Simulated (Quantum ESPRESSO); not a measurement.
```
CELL_PARAMETERS angstrom
      2.80729     1.62079     2.29215
     -2.80730     1.62079     2.29214
     -0.00001    -3.24158     2.29214
ATOMIC_POSITIONS crystal
  F  0.50000 0.00000 0.00000
  F  0.00000 0.50000 0.00000
  F  0.00000 0.00000 0.50000
  Sc 0.00000 0.00000 0.00000
```

Cell and atoms were relaxed with LDA from Materials Project entry mp-559092, within its symmetry.

What does LDA (pw.x of Quantum ESPRESSO, ONCV potentials, without SOC) give for the electronic structure near the Fermi level?

The LDA gap is indirect, 6.40 eV, from R to Γ; the smallest direct gap is 6.95 eV. Another valence extremum on the path lies within 0.02 eV, too close to call. The cell is held in this high symmetry; tilts and polar distortions were not searched.
